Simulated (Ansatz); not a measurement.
Given:

TaAs:
Space group I4₁md (No. 109); a = b = 3.463 Å, c = 11.737 Å, α = β = γ = 90.00°

| atom | site | symmetry | x | y | z |
|---|---|---|---|---|---|
| Ta | 4a | 2mm. | 0.0000 | 0.0000 | 0.7502 |
| As | 4a | 2mm. | 0.0000 | 0.0000 | 0.3324 |
(The calculation used a cell of 4 atoms; values per cell refer to that cell.)

This is the PBE-relaxed structure.

Task: All from PBE in the plane-wave PAW code Ansatz, unless another level is named. Predict the electronic character.

Result: no gap, with almost no states at the Fermi level (zero-gap or semimetallic).

Task: Give the formation energy from the elements (no fitted shifts).

Result: -0.55 eV/atom.

Space group I4_1md. The cell was relaxed with PBE under the symmetry of its start. No spin polarisation was allowed. A small band overlap can be real or an error of a semilocal functional. The references are the lowest solids computed at this level, not always the standard phases. Spin–orbit coupling is left out wherever it is not named.

Potentials: the earlier of the program's two PAW sets.
